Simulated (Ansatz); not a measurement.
AlGaAs2 in space group P-4m2 (No. 115; Ga on 1a, As on 2g, Al on 1c), DFT-PBE in the program Ansatz with PAW potentials. The conduction-band minimum lies at Γ, with 1 equivalent valley. Second derivatives d²E/dk² of the lowest band at one valley (eV·Å²), along Cartesian directions:

```json
[
 {"direction": "[100]", "d²E/dk²": "130.7"},
 {"direction": "[010]", "d²E/dk²": "130.7"},
 {"direction": "[001]", "d²E/dk²": "104.3"},
 {"direction": "[110]", "d²E/dk²": "131.0"},
 {"direction": "[101]", "d²E/dk²": "117.4"},
 {"direction": "[011]", "d²E/dk²": "117.4"}
]
```

### Question
Find the principal effective masses, the density-of-states mass and the conductivity mass.

### Answer
Off-diagonal terms follow from H_xy = H[110] − (H_xx + H_yy)/2, and m*/mₑ = 7.620 eV·Å² over each eigenvalue: 0.058, 0.058, 0.073. One valley's DOS mass (m₁m₂m₃)^(1/3) = 0.063, conductivity mass 3/(Σ 1/mᵢ) = 0.063 mₑ.

### Question
What effective density of states Nc follows at 300 K for parabolic valleys?

### Answer
Nc = 2.509e19 × 1 × (0.063)^(3/2) ≈ 4.0e17 cm⁻³.

The start of the workflow was typed in or built on a structure type; neither database checked (COD, Materials Project) lists it. Whether it is the stable phase at ambient conditions was not checked. Symmetry was held in the PBE relaxation; whether a distortion lowers the energy is not shown. Spin–orbit coupling is left out wherever it is not named.

Potentials: the later of the program's two PAW sets.

Edges and masses are those of Kohn–Sham bands, whose gap is no quasiparticle gap.
